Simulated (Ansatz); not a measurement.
Si2Os in space group Fddd (No. 70; Si on 16f, Os on 8a) under volume change, DFT-PBE in the program Ansatz with PAW potentials, shape and atoms relaxed at each volume.

| V (Å³/atom) | E − E(relaxed) (meV/atom) | P (GPa) |
|---|---|---|
| 12.314 | 82.7 | 23.85 |
| 12.720 | 34.5 | 14.47 |
| 13.126 | 8.1 | 6.59 |
| 13.532 | 0.0 | 0.01 |
| 13.938 | 7.1 | -5.47 |
| 14.344 | 26.9 | -10.00 |

Question: What does a third-order Birch–Murnaghan fit give for V₀, B₀ and B′?

Answer: V₀ = 13.53 Å³/atom, B₀ = 199 GPa, B′ = 5.0.

A made-up cell: these elements were put on the sites of a structure type; neither database checked (COD, Materials Project) lists it. Whether it is the stable phase at ambient conditions was not checked. The cell was relaxed with PBE under the symmetry of its start; its stability against distortions is not shown here. No spin polarisation was allowed. Spin–orbit coupling is left out wherever it is not named.

Potentials: the later of the program's two PAW sets.
